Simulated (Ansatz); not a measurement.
Structure map: energy, volume and gap of polymorphs

Screening note. Relaxing one composition in several structure types shows which are competitive, which pressure would favour, and how volume and gap change with structure.

RhGe, NiAs type serves as the reference. The reference is the lowest phase computed, which need not be the stable form in nature.

Methods, by column (Ansatz, a plane-wave PAW program): energy: PBE, total energy at 0 K with the change to a 700 eV cutoff added (comparable within one formula alone); volume per atom: PBE, relaxed cell; gap: PBE; bulk modulus: PBE, equation-of-state fit.

Definitions used: ΔE = E − E_ref; ΔV = V − V_ref; temperature scale ΔE/k_B = 11.605 K/meV × ΔE.

```tsv
crystal	E (eV/atom)	V (Å³/atom)	gap (eV)	B₀ (GPa)	ΔE (meV/atom)	ΔV (Å³/atom)	ΔE/k_B (K)
RhGe, NiAs type, reference	−5349.405	16.19	0.00	158	0.0	0.00	0
RhGe, CrB type, Cmcm	−5349.288	15.10	0.00	152	117.0	−1.09	1400
RhGe, rock salt	−5349.063	16.21	0.00	148	342.0	0.02	4000
RhGe, CoSn type, P6/mmm	−5349.305	16.93	0.00	155	100	0.74	1200
RhGe, NbAs type, I4₁md	−5349.356	15.32	0.00	154	49.0	−0.87	570
```

Model phases, started by placing the elements on a structure type or from a typed cell, with no claim that they are known: RhGe, NiAs type; RhGe, CrB type, Cmcm; RhGe, rock salt; RhGe, CoSn type, P6/mmm; RhGe, NbAs type, I4₁md. No gap (0.00) means none at this level, which can close a small real gap. Spin–orbit coupling is left out unless named.

The steps for RhGe, NbAs type, I4₁md:

1. ΔE = 1000 × (−5349.356 − (−5349.405)) = 49.0 meV/atom
2. ΔV = 15.32 − 16.19 = −0.87 Å³/atom
3. ΔE/k_B: 11.605 × 49.0 = 570 K

By ΔE (lowest first): RhGe, NiAs type (0.0 ± 5.0), RhGe, NbAs type, I4₁md (49.0 ± 5.0), RhGe, CoSn type, P6/mmm (100 ± 5.0), RhGe, CrB type, Cmcm (117.0 ± 5.0), RhGe, rock salt (342.0 ± 5.0). The ± follows from allowances picked for this note (energy 0.004 eV/atom, 3 meV/atom on the figure itself), carried to first order and added in quadrature, each row's own inputs moving alone; ≈ joins neighbours closer than their two ± added in quadrature.

Denser than the reference, so favoured by pressure; with fixed volumes the enthalpies cross at P ≈ 0.1602 ΔE/|ΔV|: RhGe, NbAs type, I4₁md 0.1602 × 49.0/0.87 = 9.0 GPa, RhGe, CrB type, Cmcm 0.1602 × 117.0/1.09 = 17 GPa. Each is against the reference alone, so another phase may come first, and differences in compressibility move them.

Vibrational free energy is left out, and phases that were not computed could lie lower. Rows are a sample of the computed phases of this formula. Limits of the draw: a spread of over 30 meV/atom, none over 0.9 eV/atom above the reference, within 8 meV/atom of the lowest or within 3 meV/atom of a neighbour. As a rule kept out of such tables: 4f compounds, open-shell compounds run without a Hubbard term, cells found unstable in the tests at hand, cells close to a higher symmetry, and runs set to a pressure or over 12 % in volume from the crystal's fullest run.
